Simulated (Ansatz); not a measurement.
BaCaLaSbO6: field gradients at two levels of theory

Cell: a computed structure from the Materials Project (it need not be an observed phase).

Space group P-1 (No. 2); a = 6.0093, b = 6.0741, c = 8.5851 Å, α = 90.45°, β = 90.69°, γ = 90.16°.

```
site  Wyckoff  site symmetry       x       y       z
  Ba       2i              1  0.5050  0.5315  0.2508
  Ca       2i              1  0.9906  0.0399  0.2555
 La5       1c             -1  0.0000  0.5000  0.0000
 La6       1f             -1  0.5000  0.0000  0.5000
 Sb7       1d             -1  0.5000  0.0000  0.0000
 Sb8       1g             -1  0.0000  0.5000  0.5000
  O9       2i              1  0.2317  0.1856  0.9342
 O10       2i              1  0.2722  0.6908  0.5259
 O13       2i              1  0.3097  0.7317  0.9589
 O14       2i              1  0.1765  0.2217  0.5564
 O17       2i              1  0.3868  0.9998  0.2261
 O18       2i              1  0.0630  0.4367  0.2719
```

One atom of each set is listed.

First run. Computed with Ansatz: DFT, PBE, plane waves and PAW, scalar-relativistic, 420 eV cutoff, Γ-centred 4×4×3 k-points, Fermi–Dirac smearing 0.02 eV.

```csv
site,V_zz (10²¹ V/m²),η
Ba,-4.92,0.99
Ca,-3.59,0.10
La5,-9.61,0.52
La6,-8.04,0.37
Sb7,-3.23,0.85
Sb8,-3.18,0.44
O9,7.69,0.07
O10,7.17,0.32
O13,7.41,0.38
O14,7.48,0.13
O17,7.51,0.07
O18,7.64,0.20
```

Second run. The same atoms and settings, except that the functional is r2SCAN and the cutoff is 500 eV.

(1) Given the first result, estimate the second.

## Answers

(1) 

```csv
site,V_zz,η,change of V_zz
Ba,-5.12,1.00,-0.20
Ca,-3.69,0.11,-0.10
La5,-9.95,0.53,-0.34
La6,-8.53,0.38,-0.49
Sb7,-3.38,0.86,-0.15
Sb8,-3.30,0.48,-0.12
O9,7.79,0.06,+0.10
O10,7.23,0.33,+0.06
O13,7.46,0.39,+0.05
O14,7.55,0.12,+0.07
O17,7.60,0.07,+0.09
O18,7.73,0.20,+0.09
```

The largest change of V_zz is on La6, from -8.04 to -8.53. In per cent, |V_zz| changes by +4 on Ba, +3 on Ca, +3 to +6 on La, +4 to +5 on Sb, +1 on O (all sites that start above 0.5).

Without spin–orbit coupling (the program notes it for Ba, La and Sb) the gradients are little affected as a rule: paired runs on crystals with a gap mostly move them by under 2 % at such atoms. With these PAW files V_zz is typically within 2 to 3 % of all-electron values, but misses above 10 % occur on Sb.
For the second run: The largest force is 0.5 eV/Å, so the atoms aren't at the calculated equilibrium and relaxing them would move these values.
